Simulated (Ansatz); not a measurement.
**HfZrSe4: phonons across the zone**

Level of theory: Ansatz, DFT PBE, scalar-relativistic, plane waves, PAW. Settings: 420 eV plane-wave cutoff, Γ-centred 12×12×4 mesh, fixed occupations. No spin polarisation. Phonons by linear response, acoustic sum rule imposed.

Relaxed structure:
```xyz
6
Lattice="3.7855 0.0000 0.0000 -1.8928 3.2784 0.0000 0.0000 0.0000 13.9301" Properties=species:S:1:pos:R:3 pbc="T T T"
Zr    0.0000    0.0000    0.0000
Hf    0.0000    0.0000    6.9651
Se    0.0000    2.1856   12.3412
Se    0.0000    2.1856    5.3946
Se    1.8928    1.0928    8.5355
Se    1.8928    1.0928    1.5889
```

The structure comes from a generated guess, relaxed at this level; another structure or a mixture of phases may lie lower. Spin–orbit coupling is left out, which matters for heavy elements. The q mesh is coarse, so values between its points are rough. The run warned that its linear response isn't converged on this k mesh, so dielectric tensors, Born charges and infrared intensities are rough, and the frequencies may be too. Modes under 40 cm⁻¹ are poorly fixed. No dispersion correction is applied, so modes and constants that involve weak contacts between layers, chains or molecules come out too soft.

Force constants from linear response on a 2×2×1 q mesh.

**Question.** Is the structure dynamically stable on the q mesh?

**Answer.** Yes, on this mesh: no mode is imaginary.

**Question.** Give the frequencies (cm⁻¹) at the zone-boundary points of high symmetry (interpolated where a point lies off the q mesh).

**Answer.**
```
point                  q                                                          frequencies
    M  0.500 0.000 0.000  49 56 62 77 100 108 111 124 136 140 159 162 162 166 184 188 200 246
    K  0.333 0.333 0.000  45 52 91 91 108 108 146 146 146 146 148 155 158 166 182 182 198 198
    A  0.000 0.000 0.500          ≈0 ≈0 ≈0 ≈0 7 8 91 91 97 97 139 139 143 143 184 188 218 251
    L  0.500 0.000 0.500  49 56 62 77 100 108 111 124 136 140 159 162 162 166 184 188 200 246
    H  0.333 0.333 0.500  45 52 91 91 108 108 146 146 146 146 148 155 158 166 182 182 198 198
```
